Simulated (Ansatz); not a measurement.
YCo2Si2:
```cif
data_Co4Si4Y2
_chemical_formula_sum 'Y2 Co4 Si4'
_space_group_name_H-M_alt 'I4/mmm'
_space_group_IT_number 139
_space_group_name_Hall '-I 4 2'
_cell_length_a 3.84970
_cell_length_b 3.84970
_cell_length_c 9.73826
_cell_angle_alpha 90.000
_cell_angle_beta 90.000
_cell_angle_gamma 90.000
loop_
_atom_site_label
_atom_site_type_symbol
_atom_site_symmetry_multiplicity
_atom_site_Wyckoff_symbol
_atom_site_fract_x
_atom_site_fract_y
_atom_site_fract_z
_atom_site_occupancy
Y1 Y 2 a 0.00000 0.00000 0.00000 1
Co1 Co 4 d 0.00000 0.50000 0.25000 1
Si1 Si 4 e 0.00000 0.00000 0.37049 1
```
(The calculation used a cell of 5 atoms; values per cell refer to that cell.)

Relaxed with r²SCAN.

Question: Which orbitals make up the states near the Fermi level in plane-wave PAW r²SCAN (Ansatz code)?

Answer: Within 0.5 eV of the Fermi level: Co 3d 58 %, Y 4d 19 %, Si 3p 16 %. Projections are on Löwdin-orthogonalised atomic valence shells; empty p or d shells of many metals are not among them.

Question: Tabulate the density of states.

Answer: States/eV per cell of 5 atoms, in 0.25 eV bins, energy from the Fermi level.

```
E (eV)  total  Co 3d  Si 3p  Y 4d
------  -----  -----  -----  ----
-7.85    1.08   0.13   0.16  0.13
-7.60    1.03   0.15   0.13  0.10
-7.35    0.89   0.15   0.10  0.06
-7.10    0.04   0.01   0.00  0.00
-6.85    0.00   0.00   0.00  0.00
-6.60    0.00   0.00   0.00  0.00
-6.35    0.00   0.00   0.00  0.00
-6.10    0.04   0.01   0.02  0.01
-5.85    0.73   0.09   0.42  0.07
-5.60    2.56   0.42   1.36  0.23
-5.35    2.50   0.48   1.28  0.21
-5.10    2.58   0.72   1.22  0.16
-4.85    1.96   0.57   0.93  0.12
-4.60    1.36   0.40   0.62  0.11
-4.35    1.80   0.67   0.77  0.12
-4.10    2.24   0.90   0.97  0.14
-3.85    3.22   1.38   1.38  0.20
-3.60    5.67   2.78   2.22  0.39
-3.35    5.22   2.54   1.94  0.47
-3.10    5.25   2.92   1.56  0.43
-2.85    9.81   6.78   1.75  0.72
-2.60    4.68   3.34   0.86  0.22
-2.35    5.81   4.14   1.06  0.22
-2.10    6.08   4.87   0.65  0.32
-1.85    6.50   5.56   0.29  0.40
-1.60   10.07   8.93   0.33  0.49
-1.35    6.95   6.10   0.34  0.25
-1.10    5.90   4.74   0.37  0.52
-0.85    3.12   2.06   0.41  0.42
-0.60    2.46   1.31   0.37  0.54
-0.35    1.91   0.93   0.30  0.44
-0.10    1.83   0.91   0.31  0.41
0.15     2.91   1.69   0.47  0.57
0.40     4.94   3.20   0.74  0.77
0.65     3.22   1.74   0.58  0.66
0.90     2.12   0.93   0.43  0.54
1.15     1.72   0.65   0.37  0.54
1.40     1.43   0.47   0.32  0.50
1.65     1.15   0.33   0.23  0.48
1.90     1.08   0.25   0.21  0.49
2.15     0.69   0.15   0.15  0.31
2.40     0.57   0.11   0.14  0.24
2.65     2.11   0.41   0.47  0.76
2.90     2.53   0.44   0.60  0.93
3.15     2.08   0.31   0.46  0.85
3.40     2.13   0.29   0.44  0.93
3.65     2.28   0.26   0.39  1.07
3.90     2.72   0.30   0.43  1.28
4.15     3.16   0.33   0.48  1.50
4.40     3.38   0.33   0.58  1.60
4.65     3.17   0.27   0.63  1.48
```

The workflow started from a Materials Project entry (that database holds measured and hypothetical structures alike); the Crystallography Open Database copy checked does not list it. Whether it is the stable phase at ambient conditions was not checked. The r²SCAN relaxation kept the symmetry of its start; whether a distortion lowers the energy is not shown. No spin polarisation was allowed. Scalar-relativistic: spin–orbit coupling is off unless named, which matters more the heavier the elements.

Potentials: the later of the program's two PAW sets.
